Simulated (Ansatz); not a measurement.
# Levels of theory for SiC (zincblende)

From the experimental literature:
- lattice constant a: 4.357 Å (a of cubic 3C-SiC starting crystals; X-ray diffraction; Starting-material characterisation; no method, uncertainty or temperature given; quoted in “On melting of silicon carbide under pressure”, 2012, arxiv:1210.3244)
- band gap: 2.4 eV (indirect gap; literature value; measurement temperature and method not stated; quoted in “Insight into the structural, elastic and electronic properties of a new orthorhombic 6O-SiC polytype”, 2020, pmc:7200658)

The calculated numbers come from the PAW code Ansatz. Calculated for a static, non-magnetic cell.

SiC built on the zincblende prototype, relaxed with r2SCAN. Around Si lie 4 C at 1.89 Å; around C lie 4 Si at 1.89 Å.

Space group F-43m (No. 216). a = 4.356 Å, b = 4.356 Å, c = 4.356 Å, α = 90.00°, β = 90.00°, γ = 90.00°
```csv
atom,site,symmetry,x,y,z
Si,4a,-43m,0.0000,0.0000,0.0000
C,4d,-43m,0.2500,0.2500,0.7500
```

Relaxed lattice by functional, symmetry kept:
```
functional    k mesh  a (Å)  volume (Å³/atom)
       PBE  10×10×10  4.380             10.50
    r2SCAN  10×10×10  4.356             10.33
```

Band edges at fixed r2SCAN geometry:
```csv
level,k mesh,gap (eV),kind,edges,least direct gap (eV),rough cost
PBE,10×10×10,1.36,indirect,Γ → X,4.55,1.6 core-seconds
r2SCAN,10×10×10,1.71,indirect,Γ → X,5.05,2.8 core-seconds
HSE06,8×8×8,2.23,indirect,Γ → X,5.72,40 core-seconds
PBE0,8×8×8,2.95,indirect,Γ → X,6.45,40 core-seconds
"G0W0@PBE (61 empty bands, 120 eV, 6×6×6)",6×6×6,2.11,–,Γ → X (mesh),–,15 core-seconds
```
PBE: smearing of 0.02 eV; the others have fixed occupations.
Wave cutoffs: 420 eV, 500 eV (r2SCAN).
The G0W0 gap is PBE's gap over the path plus the quasiparticle shift read on the mesh. The G0W0 figures hold for the stated bands, cutoff and mesh and aren't extrapolated.
Costs come from shared machines and give only the order; PBE's includes the band path. The runs had 2 threads of Arm Neoverse V2 (shared host).

HSE06 gives an indirect gap of 2.23 eV, from Γ to X; the least direct gap is 5.72 eV at X.

Set against the finite-basis gap of 2.11 eV from G0W0@PBE (61 empty bands, 120 eV, 6×6×6), PBE's least gap plus the shift on the mesh, where the gap is 2.10 eV, the closest functional is HSE06, which differs by +0.12 eV. The others: r2SCAN -0.39, PBE -0.75, PBE0 +0.84 eV. The yardstick's own error is a tenth of an eV or more. r2SCAN covers 41 % of the step from PBE to HSE06. All these functionals give a gap of the same kind, indirect.

Set against measured values:
- Lattice constant a, measured 4.357 Å: PBE 4.380 (+0.5 %), r2SCAN 4.356 (0.0 %).
- Gap, measured 2.4 eV (indirect): PBE 1.36 (-1.04), r2SCAN 1.71 (-0.69), HSE06 2.23 (-0.17), PBE0 2.95 (+0.55), G0W0@PBE (61 empty bands, 120 eV, 6×6×6) 2.11 (-0.29) eV.
The calculated lattice is static; the measured one holds thermal expansion and zero-point motion. Measured gaps include zero-point and thermal shifts, optical ones also the exciton binding, and spin-orbit coupling, which these levels lack. Reports marked as nanostructured, strained, doped, implanted or mixed samples, and transport gaps, were set aside.

The meshes of the hybrids are coarse, so their gaps aren't converged to the digits shown.
